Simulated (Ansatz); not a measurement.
Relaxed-ion elastic tensor of Al (hcp (Mg type), P6_3/mmc) in GPa (Voigt order), r²SCAN (plane waves, PAW; program Ansatz); density 2.80 g/cm³, 16.01 Å³ per atom.

```
 140  67.0  56.8   0.0   0.0   0.0
67.0   140  56.8   0.0   0.0   0.0
56.8  56.8   155   0.0   0.0   0.0
 0.0   0.0   0.0  19.1   0.0   0.0
 0.0   0.0   0.0   0.0  19.1   0.0
 0.0   0.0   0.0   0.0   0.0  36.6
```

Problem. Is the crystal mechanically stable?

Solution. Yes: the smallest eigenvalue of C is 19.1 GPa.

Problem. Work out the Voigt, Reuss and Hill averages.

Solution. K_V = 88.5, K_R = 88.5, K_H = 88.5; G_V = 31.9, G_R = 27.8, G_H = 29.8 GPa.

Problem. Give Young's modulus, Poisson's ratio, Pugh's ratio and the universal anisotropy index.

Solution. E = 9KG/(3K + G) = 80.5 GPa; ν = 0.35; K/G = 2.96 (ductile by the Pugh limit of 1.75); A_U = 5G_V/G_R + K_V/K_R − 6 = 0.75.

Problem. Estimate the sound speeds and the Debye temperature.

Solution. v_l = √((K + 4G/3)/ρ) = 6770 m/s, v_t = √(G/ρ) = 3270 m/s, mean 3670 m/s; Θ = (h/k)(3n/4πV)^(1/3) v_m = 434 K.

Problem. How much does each axis shrink under pressure?

Solution. Linear compressibilities β_i = Σ_j S_ij (j = 1 to 3): x 3.8, y 3.8, z 3.7 per TPa.

The first step of the workflow began from a Materials Project structure, measured or hypothetical; the Crystallography Open Database copy checked does not list it. It is not the phase usual at ambient conditions (space group No. 225). The r²SCAN relaxation kept the symmetry of its start; of distortions, only those at the zone centre were tested. As this level gives no gap, shear constants depend on the k-mesh and smearing (Fermi–Dirac, 0.1 eV here). On the denser mesh and wider smearing of the elastic run this cell carries a stress of 0.7 GPa.

Potentials: the later of the program's two PAW sets.
